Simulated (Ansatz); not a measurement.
Ca (Fm-3m): phonons

Method: PBEsol, PAW on Ansatz 0.2.0's default frozen-core files (fitted under PBE), scalar-relativistic.

The cell comes from a PAW relaxation under the same functional.

Command line:

```sh
ansatz run input.yaml --threads 2 --pin off --max-ram 5120MiB --backend cpu --events-out ev --progress --plain --runs-dir out
```

Input file:

```yaml
crystal:
  lattice:
    - [0.0, 2.7273940256, 2.7273940256]
    - [2.7273940256, 0.0, 2.7273940256]
    - [2.7273940256, 2.7273940256, 0.0]
  atoms:
    - { symbol: Ca, position: [0.0, 0.0, 0.0] }
kpoints:
  mp_grid: { grid: [16, 16, 16] }
scf:
  occupations: { method: fermi_dirac, width: 0.05 }
hamiltonian:
  xc: pbesol
  pseudopotentials: { kind: paw }
phonons:
  qmesh: [4, 4, 4]
  qpath:
    path:
      - [0.0, 0.0, 0.0]
      - [0.5, 0.0, 0.5]
      - [0.625, 0.25, 0.625]
      - [0.375, 0.375, 0.75]
      - [0.0, 0.0, 0.0]
      - [0.5, 0.5, 0.5]
      - [0.5, 0.25, 0.75]
      - [0.5, 0.0, 0.5]
    npoints: 6
  temperatures: { t_min: 0, t_max: 1000, t_step: 100 }
```

The program printed:

```
Warning: RAYON_NUM_THREADS=2 ignored (pool sized by the plan → 2); use --threads N
Engine: ansatz 0.2.0, x86_64-unknown-linux-gnu
Pseudopotentials: kind: paw
Pseudopotential: Ca, paw, valence charge 10, recommended cutoff 420 eV (normal), Ca.paw.azcp
Functional definition: PBEsol
  exchange = pbesol_x
  correlation = pbesol_c
Crystal: 4 atoms, lattice volume = 162.306 Å³
Basis set: ecut = 420 eV, 3193 PW (Γ), FFT grids on a1, a2, −a1+2a2+a3, exchange–correlation on 54×90×90 points (8 copies of the dense FFT grid, shifted against one another)
Bands: 30, of which v1, the nominal top of the filled ones, is band 20 counted from 1 (19 counted from 0)
Symmetry: 16 space group operations
k-points: 282 of 1024
Non-local potential: Ca, projectors of the file, l = 0: 3, l = 1: 2, l = 2: 2
PAW form: soft (Blöchl's): semilocal exchange-correlation on the pseudo side does not see the compensation charge
PAW frozen core: Ca, regenerated for the run's functional, and the local potential with it (the file was generated under x = pbe(κ = 0.804, μ = 0.2195149727645171), c = pbe(β = 0.06672455060314922))
PAW one-centre angular grid: Ca, 110 points (default); XC on 64 Gauss nodes
Initial density: handed on by an earlier stage of this run
Initial wavefunctions: those handed on with the density
Functional: x = pbesol(κ = 0.804, μ = 0.12345679012345678), c = pbesol(β = 0.046)
SCF iter   1: F=—  HF=-7174.950857 eV  |F-HF|=—  |Δ(HF+E_count)|=         —  Δρ=7.35e-8  dr2=9.77e-12  ethr=1.56e-12  ⟨swp⟩=7.9  Hψ=34118  notcnv=0
preconditioner: auto → Kerker (q_TF=auto, 2.160 Å⁻¹)  [metal: Δε(μ)=0.007 eV  Ē_g=2.820 eV  σ=0.050 eV  W_gap=0.04  n_scr=28 (ndim 8)  ℏωp=8.2 eV  f_vac=0.000  D(μ)=5.83/eV (n_scr^D=50)]
SCF iter   2: F=-7174.950857 eV  HF=-7174.950857 eV  |F-HF|=3.64e-12  |Δ(HF+E_count)|=  3.64e-12  Δρ=3.40e-8  dr2=2.69e-12  ethr=1.00e-12  ⟨swp⟩=3.2  Hψ=19991  notcnv=0
SCF 1 converged in 2 iterations: F = -7174.950857 eV  dr2 = 2.69e-12
[... 147 lines left out ...]
  supercell 1 (4 cells, vectors [1, 0, 0], [0, 2, -1], [0, -4, 4] in multiples of the cell's): 2 displaced members by 0.0025 Å; free energy -7174.950857 eV; taken off its force constants: by the sum rule 6.1e-5, by the ...
  symmetry images taken by strict's conditions (phonons.symmetry_images: auto; settled by no image being taken that strict refuses)
  supercell 2 (4 cells, vectors [1, 0, 0], [-1, 1, 1], [0, 0, 4] in multiples of the cell's): 2 displaced members by 0.0025 Å; free energy -7174.950857 eV; taken off its force constants: by the sum rule 7.9e-5, by the ...
  symmetry images taken by strict's conditions (phonons.symmetry_images: auto; settled by no image being taken that strict refuses)
  supercell 3 (4 cells, vectors [1, 0, 0], [0, 1, -1], [0, 0, 4] in multiples of the cell's): 1 displaced member by 0.0025 Å; free energy -7174.950857 eV; taken off its force constants: by the sum rule 9.7e-6, by the ...
  symmetry images taken by strict's conditions (phonons.symmetry_images: auto; settled by no image being taken that strict refuses)
  supercell 4 (4 cells, vectors [1, 0, 0], [0, 1, 0], [0, 0, 4] in multiples of the cell's): 1 displaced member by 0.0025 Å; free energy -7174.950857 eV; taken off its force constants: by the sum rule 4.6e-6, by the ...
  symmetry images taken by strict's conditions (phonons.symmetry_images: auto; settled by no image being taken that strict refuses)
  supercell 5 (4 cells, vectors [0, 1, -2], [-1, 1, 1], [0, 0, 4] in multiples of the cell's): 2 displaced members by 0.0025 Å; free energy -7174.950857 eV; taken off its force constants: by the sum rule 8.0e-5, by the ...
  symmetry images taken by strict's conditions (phonons.symmetry_images: auto; settled by no image being taken that strict refuses)
  q = [0.0000, 0.0000, 0.0000] (star 1, supercell 1; hermiticity 0.00e0, symmetrization 1.81e-17): 0.00 0.00 0.00
  q = [0.0000, 0.0000, 0.2500] (star 8, supercell 4; hermiticity 0.00e0, symmetrization 5.95e-16): 53.11 53.11 117.51
  q = [0.0000, 0.0000, -0.5000] (star 4, supercell 1; hermiticity 2.24e-16, symmetrization 6.67e-5): 78.32 78.32 157.92
  q = [0.0000, 0.2500, 0.2500] (star 6, supercell 3; hermiticity 4.22e-50, symmetrization 3.28e-16): 92.12 92.12 113.75
  q = [0.0000, 0.2500, -0.5000] (star 24, supercell 1; hermiticity 3.80e-16, symmetrization 2.17e-16): 107.17 119.68 156.69
  q = [0.0000, 0.2500, -0.2500] (star 12, supercell 2; hermiticity 5.40e-17, symmetrization 3.96e-16): 74.25 125.99 137.64
  q = [0.0000, -0.5000, -0.5000] (star 3, supercell 2; hermiticity 4.48e-16, symmetrization 4.76e-8): 131.00 131.00 170.77
  q = [0.2500, -0.5000, -0.2500] (star 6, supercell 5; hermiticity 9.46e-17, symmetrization 7.57e-16): 110.30 152.58 152.58
  joined force constants: q→R imaginary residual 0.00e0
  density of states and harmonic sums: on the 20×20×20 q-mesh, interpolated from the force constants of a 4×4×4 supercell (no non-analytic term)
  largest difference from the sums on the solved wave vectors: F 1.27e-2 eV, S 1.67e-5 and C_V 4.01e-6 eV/K
```

The run converged.

### Harmonic thermodynamics

Harmonic phonons of a crystal by Kohn-Sham DFT at the given cell, standard atomic masses, acoustic sum rule imposed; negative wavenumbers are unstable modes; sums over wave vectors interpolated from the q mesh.

| Item | Value |
| --- | --- |
| Zero point energy | 21.28 meV/atom |

| temperature (K) | phonon heat capacity (k_B/atom) | phonon entropy (k_B/atom) | phonon free energy (meV/atom) |
| --- | --- | --- | --- |
| 100 | 2.382 | 1.997 | 14.61 |
| 200 | 2.824 | 3.829 | -11.19 |
| 300 | 2.92 | 4.996 | -49.53 |
| 400 | 2.954 | 5.842 | -96.39 |
| 500 | 2.971 | 6.503 | -149.7 |
| 600 | 2.979 | 7.045 | -208.1 |
| 700 | 2.985 | 7.505 | -270.9 |
| 800 | 2.988 | 7.904 | -337.3 |
| 900 | 2.991 | 8.256 | -407 |
| 1000 | 2.992 | 8.571 | -479.5 |

**Phonons on the q mesh**

One row a degenerate set, branches counted upwards.

```json
{
  "Unstable phonons": "no"
}
```

```csv
point,q a (r.l.u.),q b (r.l.u.),q c (r.l.u.),branch,phonon wavenumber (cm⁻¹),degeneracy
0.25/0/0,0.25,0,0,1,53.1,2
0.25/0/0,0.25,0,0,3,117.5,1
L,0.5,0,0,1,78.3,2
L,0.5,0,0,3,157.9,1
0.25/0.25/0,0.25,0.25,0,1,92.1,2
0.25/0.25/0,0.25,0.25,0,3,113.8,1
0.5/0.25/0,0.5,0.25,0,1,107.2,1
0.5/0.25/0,0.5,0.25,0,2,119.7,1
0.5/0.25/0,0.5,0.25,0,3,156.7,1
-0.25/0.25/0,-0.25,0.25,0,1,74.2,1
-0.25/0.25/0,-0.25,0.25,0,2,126,1
-0.25/0.25/0,-0.25,0.25,0,3,137.6,1
X,0.5,0.5,0,1,131,2
X,0.5,0.5,0,3,170.8,1
W,-0.25,0.5,0.25,1,110.3,1
W,-0.25,0.5,0.25,2,152.6,2
```

Keep in mind: frozen-core PAW files fitted under PBE, their cores solved anew for the functional of the run; responses of metals move with mesh and smearing.

Cost: 2.2 min on 2 threads of AMD EPYC 9R45 96-Core Processor (Zen 5) (shared host), peak memory 2.6 GiB.
